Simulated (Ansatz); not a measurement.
Below is a relaxed structure of Na₄Cu. The cell was found from a structure generator's guess, not taken from experiment.

Theory: DFT PBE, scalar-relativistic, plane waves, PAW in Ansatz 0.2.0. Cutoff 420 eV, Γ-centred mesh, Gaussian smearing, no spin polarisation.

```xyz
5
Lattice="-3.4572 3.4572 3.4572 3.4572 -3.4572 3.4572 3.4572 3.4572 -3.4572" Properties=species:S:1:pos:R:3 pbc="T T T"
Na    1.7286   -1.7286    1.7286
Na    1.7286    1.7286    1.7286
Na    1.7286    1.7286   -1.7286
Na   -1.7286    1.7286    1.7286
Cu    0.0000    0.0000    0.0000
```

The zero of energy is the elements' standard structures at the same level; no fitted shifts are applied.

Question: What space group does it have?

Answer: Im-3m (No. 229). Conventional cell: a = 6.914 Å. Na has 2 Cu at 2.99 Å and 6 Na at 3.46 Å; Cu has 8 Na at 2.99 Å.

Question: How far does it lie from the elements in energy?

Answer: +0.21 eV/atom. The separate elements lie lower, so it is unstable against them.

Question: Is it a metal?

Answer: Yes, bands cross the Fermi level on the 8×8×8 mesh.

The last run used an 8×8×8 mesh for its 5-atom cell and Gaussian smearing of 0.10 eV. A structure relaxed within its symmetry needn't be a true minimum.
